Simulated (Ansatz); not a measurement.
Cs$_{2}$PdCl$_{4}$:
```cif
data_Cl4Cs2Pd
_chemical_formula_sum 'Cs2 Pd1 Cl4'
_space_group_name_H-M_alt 'P 1'
_space_group_IT_number 1
_cell_length_a 7.52687
_cell_length_b 7.52687
_cell_length_c 4.65567
_cell_angle_alpha 90.000
_cell_angle_beta 90.000
_cell_angle_gamma 90.000
loop_
_space_group_symop_operation_xyz
  'x, y, z'
loop_
_atom_site_label
_atom_site_type_symbol
_atom_site_fract_x
_atom_site_fract_y
_atom_site_fract_z
_atom_site_occupancy
Cs1 Cs 0.00000 0.50000 0.50000 1
Cs2 Cs 0.50000 0.00000 0.50000 1
Pd1 Pd 0.00000 0.00000 0.00000 1
Cl1 Cl 0.21827 0.21827 0.00000 1
Cl2 Cl 0.78173 0.78173 0.00000 1
Cl3 Cl 0.78173 0.21827 0.00000 1
Cl4 Cl 0.21827 0.78173 0.00000 1
```

Relaxed with r²SCAN. DFT-r²SCAN in the program Ansatz with PAW potentials gives a gap of 2.01 eV.

Question: What gap does HSE06 give on the same cell (Ansatz, PAW)?

Answer: 3.38 eV, 1.37 eV more. The hybrid was solved on a coarser mesh and at special points; the gap given is the minimum over both.

| k | v1 r²SCAN | c1 r²SCAN | v1 HSE06 | c1 HSE06 |
|---|---|---|---|---|
| Γ | -0.07 | 2.44 | [?] | [?] |
| Z | -0.05 | 2.45 | [?] | [?] |
| M | 0.00 | 2.01 | 0.00 | 3.38 |
| A | -0.08 | 2.03 | -0.16 | 3.41 |
| R | -0.09 | 2.28 | [?] | [?] |
| X | -0.03 | 2.27 | [?] | [?] |

Question: Top valence (v1) and lowest conduction level (c1) in eV from each method's valence maximum (which need not be a listed point): supply the withheld HSE06 values.

Answer: 
- R, v1 HSE06: -0.14
- R, c1 HSE06: 3.70
- Γ, v1 HSE06: -0.09
- Γ, c1 HSE06: 3.88
- Z, v1 HSE06: -0.05
- Z, c1 HSE06: 3.90
- X, v1 HSE06: -0.05
- X, c1 HSE06: 3.69

Cost on shared cores: the r²SCAN run (SCF on a 4×4×6 mesh, then bands and DOS) very roughly 4 core-minutes, the HSE06 run (SCF on 2×2×4, then a few points) about 7 core-minutes (a rough figure); the tasks are unlike.

Space group P4/mmm. The workflow started from a Materials Project entry (that database holds measured and hypothetical structures alike); the Crystallography Open Database files this formula in space group No. 123, but the cells were not matched. Whether it is the stable phase at ambient conditions was not checked. Symmetry was held in the r²SCAN relaxation; whether a distortion lowers the energy is not shown. No spin polarisation was allowed. Scalar-relativistic: spin–orbit coupling is off unless named, which matters more the heavier the elements.

Potentials: the later of the program's two PAW sets.
